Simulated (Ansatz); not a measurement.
The start is a generated trial cell of Se in the simple-cubic structure type. A full variable-cell relaxation at zero pressure is run with r2SCAN (plane waves to 500 eV, PAW, scalar-relativistic; Ansatz, a quantum-chemistry and plane-wave program). The first steps use a coarse 8×8×8 k-mesh.

The start:
```
Se
1.0
    2.83759     0.00000     0.00000
    0.00000     2.83759     0.00000
    0.00000     0.00000     2.83759
Se
1
Cartesian
  0.00000   0.00000   0.00000
```

Question: How does the volume change?

Answer: -2.5 %, from 22.85 to 22.27 Å³/atom.

Question: How do the shortest distances between atoms change?

Answer: The closest pairs of elements (up to four, under 3.6 Å), start → end: Se–Se 2.84 → 2.81 Å.

Question: Write out the relaxed structure.

Answer: 
```cif
data_Se
_chemical_formula_sum 'Se1'
_space_group_name_H-M_alt 'Pm-3m'
_space_group_IT_number 221
_space_group_name_Hall '-P 4 2 3'
_cell_length_a 2.81350
_cell_length_b 2.81350
_cell_length_c 2.81350
_cell_angle_alpha 90.000
_cell_angle_beta 90.000
_cell_angle_gamma 90.000
loop_
_atom_site_label
_atom_site_type_symbol
_atom_site_symmetry_multiplicity
_atom_site_Wyckoff_symbol
_atom_site_fract_x
_atom_site_fract_y
_atom_site_fract_z
_atom_site_occupancy
Se1 Se 1 a 0.00000 0.00000 0.00000 1
```

The space group stays Pm-3m (No. 221) (the run could not lower it); the end is simple cubic type, with 1 atom in the primitive cell. Final values are on a 16×16×16 k-mesh of the relaxed cell. No spin polarisation in the result.

The run could not lose the symmetry of its start, so the end can be a saddle point.

The relaxed structure here is a generated cell of Se: the first start was made by placing the elements on the sites of a structure type, and the end was not matched to a known phase here, so it may be hypothetical. Known forms of Se include space group No. 152.
